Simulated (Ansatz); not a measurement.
AlIr (CsCl type, Pm-3m) under volume change, r²SCAN (plane waves, PAW; program Ansatz), scaled uniformly.

```
V (Å³/atom)  E − E(relaxed) (meV/atom)  P (GPa)
-----------  -------------------------  -------
12.201                           100.9    29.19
12.603                            42.3    17.81
13.005                            10.0     8.17
13.407                             0.0     0.00
13.810                             8.9    -6.94
14.212                            34.0   -12.82
14.614                            72.6   -17.81
```

What does a third-order Birch–Murnaghan fit give for V₀, B₀ and B′?

V₀ = 13.41 Å³/atom, B₀ = 251 GPa, B′ = 4.5.

The first step of the workflow began from a Materials Project structure, measured or hypothetical; the Crystallography Open Database copy checked does not list it. With Al and Ir taken as one species the cell has the higher symmetry Im-3m, so it may be an ordered model of a mixed-site phase. Its standing as an ambient phase is unchecked. Symmetry was held in the r²SCAN relaxation; of distortions, only those at the zone centre were tested. No spin polarisation was allowed. Spin–orbit coupling is left out wherever it is not named.

Potentials: the later of the program's two PAW sets.
